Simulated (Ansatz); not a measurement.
# Density of states of SbAs

```cif
data_structure
_symmetry_space_group_name_H-M 'R-3m:H'
_symmetry_Int_Tables_number 166
_cell_length_a 4.0255
_cell_length_b 4.0255
_cell_length_c 10.8370
_cell_angle_alpha 90.000
_cell_angle_beta 90.000
_cell_angle_gamma 120.000
_cell_volume 152.08
loop_
_atom_site_label
_atom_site_type_symbol
_atom_site_symmetry_multiplicity
_atom_site_Wyckoff_symbol
_atom_site_fract_x
_atom_site_fract_y
_atom_site_fract_z
_atom_site_occupancy
Sb1 Sb 3 b 0.66667 0.33333 0.83333 1
As1 As 3 a 0.00000 0.00000 0.00000 1
```

The runs use the primitive cell with vectors (2.013, 1.162, 3.612), (-2.013, 1.162, 3.612), (0.000, -2.324, 3.612) Å, to which the k mesh refers.

It takes space group R-3m (No. 166, trigonal). Conventional cell: a = 4.025 Å, b = 4.025 Å, c = 10.837 Å, α = 90.00°, β = 90.00°, γ = 120.00°. Sb (site symmetry -3m) has 6 As at 2.94 Å as nearest neighbours. As (site symmetry -3m) is surrounded by 6 Sb at 2.94 Å.

The geometry is COD entry 9001315, unchecked; take it as a test cell.

Spin–orbit coupling is left out, though it moves levels of the heavy atoms by tenths of an eV or more.

These are results of DFT, PBEsol, all-electron LAPW, scalar-relativistic in Ansatz 0.2.0, not measurements.

Numerical set-up: a Γ-centred 11×11×11 k mesh, Fermi–Dirac smearing of 0.05 eV, basis error target 1 meV/atom, no spin polarisation.

States per eV and cell, averaged over 0.4 eV, from -5.8 to 3.6 eV, with energies (bin centres) from the Fermi level; empty bins are left out. 

```tsv
E (eV)	total
-5.7	0.23
-5.3	0.45
-4.9	0.57
-4.5	0.78
-4.1	1.08
-3.7	1.30
-3.3	1.22
-2.9	1.40
-2.5	1.46
-2.1	1.24
-1.7	1.20
-1.3	1.33
-0.9	1.30
-0.5	1.06
-0.1	0.56
0.3	0.65
0.7	1.02
1.1	1.22
1.5	1.00
1.9	0.95
2.3	0.97
2.7	1.13
3.1	1.40
3.5	1.16
```
